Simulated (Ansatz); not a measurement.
BN:
```
CELL_PARAMETERS angstrom
      2.54391     0.00000     0.00000
     -1.27196     2.20309     0.00000
      0.00000     0.00000     4.20786
ATOMIC_POSITIONS crystal
  B  0.66667 0.33333 0.99991
  B  0.33333 0.66667 0.49991
  N  0.66667 0.33333 0.62529
  N  0.33333 0.66667 0.12529
```

Relaxed with r²SCAN. Special points in fractions of this cell's reciprocal vectors: Γ (0.000, 0.000, 0.000); M (0.500, 0.000, 0.000); K (0.333, 0.333, 0.000); A (0.000, 0.000, 0.500); L (0.500, 0.000, 0.500); H (0.333, 0.333, 0.500).

### Question
List the band energies nearest the valence-band maximum at these points for DFT-r²SCAN in the program Ansatz with PAW potentials.

### Answer
In eV from the valence-band maximum; about four levels below and three above (degenerate sets whole), none deeper than 8.9 eV; points with the same levels are listed once.

```json
[
 {"k": "Γ", "below": "-2.21 -2.21 -0.27 0.00 0.00", "above": "9.12 9.12 9.34"},
 {"k": "M", "below": "-7.20 -5.19 -4.52 -2.20", "above": "7.32 8.63 11.42"},
 {"k": "K", "below": "-7.55 -7.55 -5.64 -5.62 -5.62", "above": "5.75 14.46 14.46"},
 {"k": "A", "below": "-1.22 -1.22 -1.22 -1.22", "above": "10.25 10.25 10.73 10.73 10.73 10.73"},
 {"k": "L", "below": "-3.92 -3.92 -3.72 -3.72", "above": "7.21 7.21 10.74 10.74"},
 {"k": "H", "below": "-7.98 -7.98 -3.15 -3.15", "above": "10.04 10.04 10.97 10.97"}
]
```

Space group P6_3mc (wurtzite). The cell was relaxed with r²SCAN under the symmetry of its start.

Potentials: the later of the program's two PAW sets.
